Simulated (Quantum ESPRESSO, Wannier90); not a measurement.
**Wannier functions of Mg$_{2}$Sn (Fm-3m)**

```xyz
3
Lattice="0.0000 3.3802 3.3802 3.3802 0.0000 3.3802 3.3802 3.3802 0.0000" Properties=species:S:1:pos:R:3 pbc="T T T"
Mg     1.6901     1.6901     1.6901
Mg    -1.6901    -1.6901    -1.6901
Sn     0.0000     0.0000     0.0000
```

Materials Project entry mp-2343; symmetrised, unrelaxed at this level. COD (Crystallography Open Database) has the formula in 2 space groups, this one among them (matched by group alone). Level: PBEsol, no spin polarisation, no spin-orbit coupling; pw.x of Quantum ESPRESSO at 68 Ry with PseudoDojo potentials, 8×8×8 k-points, Wannier90. Density: 12×12×12 mesh, Gaussian smearing 0.01 Ry. Spin-orbit coupling is left out although heavy elements are present.

The plane-wave run has 34 bands and 34 electrons a cell. On the energy scale of pw.x, whose zero is arbitrary, the Fermi level lies at 7.00 eV.

Isolated groups of bands, relative to the Fermi level (bands from 15 on overlap up to the last one computed):

| bands | from (eV) | to (eV) | filling | weight on atomic waves |
|---|---|---|---|---|
| 1–2 | -76.26 | -76.26 | filled | Mg 2s 99 % |
| 3–8 | -43.19 | -43.18 | filled | Mg 2p 100 % |
| 9–13 | -20.96 | -20.91 | filled | Sn 4d 100 % |
| 14 | -9.10 | -7.30 | filled | Sn 5s 72 %, Mg 3s 24 % |

Input w.win, without the blocks of cell, atoms and k-points (512 lines):

```
num_bands = 21
num_wann = 12
exclude_bands = 1-13
num_iter = 800
conv_tol = 1.0e-6
conv_window = 4
dis_num_iter = 1000
dis_conv_tol = 1.0e-6
dis_froz_max = 8.50
dis_win_max = 15.91
write_hr = true
write_u_matrices = true
begin projections
f=0.24331,0.24495,0.24956: s;p
f=-0.25287,-0.23854,-0.24968: s;p
f=0.01012,0.00357,-0.00909: s;p
end projections
mp_grid = 8 8 8
```

wannier90.x stops with:
```
dis_windows: Energy window contains fewer states than number of target WFs
```
At some k-point the outer window holds fewer bands than num_wann, so no subspace of that size can be extracted. Mended as below, all else unchanged, the run goes through (Ω_I = 24.0 Å²) and follows the plane-wave bands to 4.0 meV rms (states up to 1.0 eV relative to the Fermi level).
Remove the line dis_win_max = 15.91.
